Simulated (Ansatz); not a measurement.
Q: Hf (hcp (Mg type), P6_3/mmc) is relaxed with DFT-PBEsol in the program Ansatz with PAW potentials. What lattice parameters of the conventional cell result?

A: a = 3.160 Å, c = 4.996 Å.

The cell was relaxed with PBEsol under the symmetry of its start; of distortions, only those at the zone centre were tested. No spin polarisation was allowed. Axis ratios of metals converge slowly with the k-mesh, so a and c are less sure than the volume. Scalar-relativistic: spin–orbit coupling is off unless named, which matters more the heavier the elements.

Potentials: the earlier of the program's two PAW sets.
